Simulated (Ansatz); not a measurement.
Mn:
```
CELL_PARAMETERS angstrom
      2.57585     0.00000     0.00000
      0.00000     2.57585     0.00000
      0.00000     0.00000     3.44639
ATOMIC_POSITIONS crystal
  Mn 0.00000 0.00000 0.00000
  Mn 0.50000 0.50000 0.50000
```
Starting moments (μB, in the order of the atoms Mn Mn): 1.9 -1.9.

Relaxed with PBE. Special points in fractions of this cell's reciprocal vectors: Γ (0.000, 0.000, 0.000); X (0.000, 0.500, 0.000); M (0.500, 0.500, 0.000); Z (0.000, 0.000, 0.500); R (0.000, 0.500, 0.500); A (0.500, 0.500, 0.500).

Task: List the band energies nearest the Fermi level at these points for DFT-PBE in the program Ansatz with PAW potentials.

Result: In eV from the Fermi level; about four levels below and three above (degenerate sets whole), none deeper than 8.9 eV; points with the same levels are listed once.

```csv
k,below,above
Γ ↑,-1.35 -1.35 -0.54 -0.24,0.89 2.21 2.21
X ↑,-1.17 -1.15 -0.99 -0.43,0.90 1.34 2.50
M ↑,-4.71 -4.17 -3.64 -3.64,1.11 1.28 2.13
Z ↑,-0.93 -0.75 -0.75 -0.09,0.71 0.94 0.94
R ↑,-1.77 -1.47 -1.38 -0.26,0.27 0.37 1.14
A ↑,-2.37 -1.49 -1.49 -0.48,1.12 1.42 2.54
```

Space group I4/mmm (body-centred tetragonal). The cell is a constructed one: a structure type filled with these elements; neither database checked (COD, Materials Project) lists it. It is not the phase usual at ambient conditions (space group No. 217). The PBE relaxation kept the symmetry of its start, as lowered by the spin order; whether a distortion lowers the energy is not shown. The final state is antiferromagnetic, chosen from 3 collinear starts compared on coarse meshes (ties went to the first, and starts can fall back to one state), not a proven ground state. Point labels and valley counts follow the cell and symmetry of the run, lower than the named group.

Potentials: the later of the program's two PAW sets.
